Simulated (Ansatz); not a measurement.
Values for one crystal, relaxed and computed with the program Ansatz at the r²SCAN level (PAW); other levels are named.

- Volume per atom = 19.56 Å³
- Electronic character = metallic (no gap)
- Density of states at the Fermi level = 0.49 states/eV per atom (mean over ±0.08 eV)
- Formation energy from the elements (no fitted shifts) = -0.13 eV/atom

Q: Which compound is it?
A. CdSe, rock salt
B. LaSb, rock salt
C. CuSe2, Pnnm (Cu on 2a, Se on 4g)
D. GaSb, CsCl type

A: C, CuSe2, Pnnm (Cu on 2a, Se on 4g)

The workflow started from a Materials Project entry (that database holds measured and hypothetical structures alike); the Crystallography Open Database files this formula in space group No. 58, but the cells were not matched. Whether it is the stable phase at ambient conditions was not checked. The cell was relaxed with r²SCAN under the symmetry of its start; its stability against distortions is not shown here. The run is not spin-polarised. The references are the lowest solids computed at this level, not always the standard phases. Spin–orbit coupling is left out wherever it is not named.

Potentials: the later of the program's two PAW sets.
